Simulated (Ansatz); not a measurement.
SnS2 (CdI2 type)

```yaml
crystal:
  lattice:
    - [3.62607, 0.00000, 0.00000]
    - [-1.81304, 3.14027, 0.00000]
    - [0.00000, 0.00000, 5.57286]
  atoms:
    - { symbol: Sn, position: [0.00000, 0.00000, 0.00000] }
    - { symbol: S, position: [0.33333, 0.66667, 0.26445] }
    - { symbol: S, position: [0.66667, 0.33333, 0.73555] }
```

Equation-of-state scan: isotropic scaling of the cell above, V₀ being its volume. The atoms relax within the cell's symmetry.

These are PBEsol-D3(BJ) (plane waves to 420 eV, PAW, scalar-relativistic; Ansatz, a quantum-chemistry and plane-wave program) values and carry that method's errors. k mesh 11×11×6 (Γ-centred), Fermi-Dirac smearing 0.05 eV. Stress and pressure are positive under compression. SnS2 was relaxed with its symmetry unable to fall.

At one point of the scan the stress tensor (GPa) is:

```
  -3.72     0.00     0.00
   0.00    -3.72     0.00
   0.00     0.00    -1.40
```

**Question.** Which point is it?
A. V/V₀ = 1.050
B. V/V₀ = 1.083
C. V/V₀ = 1.017
D. V/V₀ = 1.067

**Answer.** D, V/V₀ = 1.067

(Under strain, the slope of the energy per volume gives the stress and its curvature an elastic modulus.)
